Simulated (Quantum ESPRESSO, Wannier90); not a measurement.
**KI (rock salt): Wannier90 run**

Cell from Materials Project (mp-22898), symmetrised, no further relaxation. COD (Crystallography Open Database) has the formula in 2 space groups, this one among them (matched by group alone). Level: PBEsol, spinors with spin-orbit coupling; pw.x of Quantum ESPRESSO at 60 Ry with PseudoDojo potentials, 6×6×6 k-points, Wannier90. Density: 8×8×8 mesh, cold smearing 0.01 Ry.

On the energy scale of pw.x, whose zero is arbitrary, the valence-band maximum lies at 1.55 eV.

Input w.win:

```
num_bands = 22
num_wann = 10
exclude_bands = 1-8
spinors = true
num_iter = 800
conv_tol = 1.0e-6
conv_window = 4
dis_num_iter = 1000
dis_conv_tol = 1.0e-6
dis_froz_max = 6.03
write_hr = true
write_u_matrices = true
begin projections
K: s
I: s;p
end projections
begin unit_cell_cart
ang
    0.0000000000    3.5424350000    3.5424350000
    3.5424350000    0.0000000000    3.5424350000
    3.5424350000    3.5424350000    0.0000000000
end unit_cell_cart
begin atoms_frac
K    0.0000000000  0.0000000000  0.0000000000
I    0.5000000000  0.5000000000  0.5000000000
end atoms_frac
mp_grid = 6 6 6
begin kpoints
0.0000000000 0.0000000000 0.0000000000
0.0000000000 0.0000000000 0.1666666667
0.0000000000 0.0000000000 0.3333333333
... (213 more lines: the 6x6x6 mesh through Gamma)
end kpoints
```

Input of pw2wannier90.x that gives the overlap and projection files (equivalent; here they were cut from one run over all bands):

```
&inputpp
  outdir = './out'
  prefix = 'pwscf'
  seedname = 'w'
  write_amn = .true.
  write_mmn = .true.
/
```

Output w.wout (banner and timings cut):

```
                                    ------
                                    SYSTEM
                                    ------

                              Lattice Vectors (Ang)
                    a_1     0.000000   3.542435   3.542435
                    a_2     3.542435   0.000000   3.542435
                    a_3     3.542435   3.542435   0.000000

                   Unit Cell Volume:      88.90694  (Ang^3)

                        Reciprocal-Space Vectors (Ang^-1)
                    b_1    -0.886846   0.886846   0.886846
                    b_2     0.886846  -0.886846   0.886846
                    b_3     0.886846   0.886846  -0.886846

 *----------------------------------------------------------------------------*
 |   Site       Fractional Coordinate          Cartesian Coordinate (Ang)     |
 +----------------------------------------------------------------------------+
 | k    1   0.00000   0.00000   0.00000   |    0.00000   0.00000   0.00000    |
 | i    1   0.50000   0.50000   0.50000   |    3.54243   3.54243   3.54243    |
 *----------------------------------------------------------------------------*
                                ------------
                                K-POINT GRID
                                ------------

             Grid size =  6 x  6 x  6      Total points =  216

 *---------------------------------- MAIN ------------------------------------*
 |  Number of Wannier Functions               :                10             |
 |  Number of Objective Wannier Functions     :                10             |
 |  Number of input Bloch states              :                22             |
 |  Output verbosity (1=low, 5=high)          :                 1             |
 |  Timing Level (1=low, 5=high)              :                 1             |
 |  Optimisation (0=memory, 3=speed)          :                 3             |
 |  Length Unit                               :               Ang             |
 |  Post-processing setup (write *.nnkp)      :                 F             |
 |  Using Gamma-only branch of algorithms     :                 F             |
 *----------------------------------------------------------------------------*
 *------------------------------- WANNIERISE ---------------------------------*
 |  Total number of iterations                :               800             |
 |  Number of CG steps before reset           :                 5             |
 |  Trial step length for line search         :             2.000             |
 |  Convergence tolerence                     :         0.100E-05             |
 |  Convergence window                        :                 4             |
 |  Iterations between writing output         :                 1             |
 |  Iterations between backing up to disk     :               100             |
 |  Write r^2_nm to file                      :                 F             |
 |  Write xyz WF centres to file              :                 F             |
 |  Write on-site energies <0n|H|0n> to file  :                 F             |
 |  Use guiding centre to control phases      :                 F             |
 |  Use phases for initial projections        :                 F             |
 *----------------------------------------------------------------------------*
 *------------------------------- DISENTANGLE --------------------------------*
 |  Using band disentanglement                :                 T             |
 |  Total number of iterations                :              1000             |
 |  Mixing ratio                              :             0.500             |
 |  Convergence tolerence                     :         1.000E-06             |
 |  Convergence window                        :                 3             |
 *----------------------------------------------------------------------------*
 *-------------------------------- PLOTTING ----------------------------------*
 |  Plotting Hamiltonian in WF basis          :                 T             |
 *----------------------------------------------------------------------------*

       ... (k-mesh section left out)

 Starting a new Wannier90 calculation ...

 Reading overlaps from w.mmn

 Reading projections from w.amn

 *------------------------------- DISENTANGLE --------------------------------*
 +----------------------------------------------------------------------------+
 |                              Energy  Windows                               |
 |                              ---------------                               |
 |                   Outer:   -9.28212  to   11.91688  (eV)                   |
 |                   Inner:   -9.28212  to    6.03000  (eV)                   |
 +----------------------------------------------------------------------------+
   Number of target bands to extract:   10

                   Unitarised projection of Wannier functions
                   ------------------------------------------
   A_mn = <psi_m|g_n> --> S = A.A^+ --> U = S^-1/2.A
   In dis_project... done
   Using an inner window (linner = T)
   In dis_proj_froz... done

                   Extraction of optimally-connected subspace
                   ------------------------------------------
 +---------------------------------------------------------------------+<-- DIS
 |  Iter     Omega_I(i-1)      Omega_I(i)      Delta (frac.)           |<-- DIS
 +---------------------------------------------------------------------+<-- DIS
       1      27.62488697      26.76618314       3.208E-02    <-- DIS
       2      27.02499982      26.59450557       1.619E-02    <-- DIS
       3      26.77936899      26.52282916       9.672E-03    <-- DIS
       4      26.63087153      26.48465988       5.521E-03    <-- DIS
       5      26.54376497      26.46321428       3.044E-03    <-- DIS
       6      26.49354194      26.45067931       1.620E-03    <-- DIS
       ... (lines left out)
      58      26.42383532      26.42386086      -9.665E-07    <-- DIS
      59      26.42383731      26.42386065      -8.835E-07    <-- DIS
      60      26.42383915      26.42386048      -8.075E-07    <-- DIS

             <<<      Delta < 1.000E-06  over  3 iterations     >>>
             <<< Disentanglement convergence criteria satisfied >>>

        Final Omega_I    26.42386048 (Ang^2)

 +----------------------------------------------------------------------------+

 Writing checkpoint file w.chk... done

 *------------------------------- WANNIERISE ---------------------------------*
 +--------------------------------------------------------------------+<-- CONV
 | Iter  Delta Spread     RMS Gradient      Spread (Ang^2)            |<-- CONV
 +--------------------------------------------------------------------+<-- CONV

 ------------------------------------------------------------------------------
 Initial State
  WF centre and spread    1  ( -0.000007,  0.000002,  0.000003 )     6.82885090
  WF centre and spread    2  (  0.000007, -0.000000, -0.000008 )     6.82885178
  WF centre and spread    3  (  3.542435,  3.542435,  3.542435 )     1.80595398
  WF centre and spread    4  (  3.542435,  3.542435,  3.542435 )     1.80595404
  WF centre and spread    5  (  3.542435,  3.542435,  3.542435 )     2.43501378
  WF centre and spread    6  (  3.542435,  3.542435,  3.542434 )     2.43501356
  WF centre and spread    7  (  3.542434,  3.542435,  3.542435 )     2.43502018
  WF centre and spread    8  (  3.542436,  3.542435,  3.542435 )     2.43502048
  WF centre and spread    9  (  3.542435,  3.542435,  3.542435 )     2.43502063
  WF centre and spread   10  (  3.542435,  3.542435,  3.542435 )     2.43502048
  Sum of centres and spreads ( 28.339480, 28.339482, 28.339474 )    31.87971981

      0     0.319E+02     0.0000000000       31.8797196914  <-- CONV
        O_D=      0.0022690 O_OD=      5.4535902 O_TOT=     31.8797197 <-- SPRD
 ------------------------------------------------------------------------------
      1    -0.486E-01     0.2633254291       31.8311392343  <-- CONV
        O_D=      0.0020433 O_OD=      5.4052354 O_TOT=     31.8311392 <-- SPRD
      2    -0.897E-02     0.1177428643       31.8221652024  <-- CONV
        O_D=      0.0019764 O_OD=      5.3963284 O_TOT=     31.8221652 <-- SPRD
      3    -0.214E-02     0.0537073130       31.8200213781  <-- CONV
        O_D=      0.0019421 O_OD=      5.3942188 O_TOT=     31.8200214 <-- SPRD
      4    -0.809E-03     0.0264541069       31.8192125908  <-- CONV
        O_D=      0.0019264 O_OD=      5.3934257 O_TOT=     31.8192126 <-- SPRD
      5    -0.696E-03     0.0231449485       31.8185167816  <-- CONV
        O_D=      0.0019259 O_OD=      5.3927304 O_TOT=     31.8185168 <-- SPRD
       ... (lines left out)
     14    -0.140E-06     0.0004022779       31.8183065924  <-- CONV
        O_D=      0.0019221 O_OD=      5.3925240 O_TOT=     31.8183066 <-- SPRD
     15    -0.653E-07     0.0002651175       31.8183065271  <-- CONV
        O_D=      0.0019222 O_OD=      5.3925239 O_TOT=     31.8183065 <-- SPRD
     16    -0.169E-07     0.0001493246       31.8183065102  <-- CONV
        O_D=      0.0019222 O_OD=      5.3925238 O_TOT=     31.8183065 <-- SPRD
             <<<     Delta < 1.000E-06  over  4 iterations     >>>
             <<< Wannierisation convergence criteria satisfied >>>
 Final State
  WF centre and spread    1  ( -0.000007,  0.000002,  0.000003 )     6.83783579
  WF centre and spread    2  (  0.000007, -0.000000, -0.000009 )     6.83783628
  WF centre and spread    3  (  3.542435,  3.542435,  3.542435 )     1.80501836
  WF centre and spread    4  (  3.542435,  3.542435,  3.542435 )     1.80501842
  WF centre and spread    5  (  3.542435,  3.542435,  3.542436 )     2.42209239
  WF centre and spread    6  (  3.542435,  3.542435,  3.542433 )     2.42209233
  WF centre and spread    7  (  3.542434,  3.542435,  3.542435 )     2.42210274
  WF centre and spread    8  (  3.542436,  3.542435,  3.542435 )     2.42210387
  WF centre and spread    9  (  3.542435,  3.542435,  3.542435 )     2.42210356
  WF centre and spread   10  (  3.542435,  3.542435,  3.542435 )     2.42210289
  Sum of centres and spreads ( 28.339480, 28.339482, 28.339474 )    31.81830663

         Spreads (Ang^2)       Omega I      =    26.423860483
        ================       Omega D      =     0.001922198
                               Omega OD     =     5.392523830
    Final Spread (Ang^2)       Omega Total  =    31.818306510
```
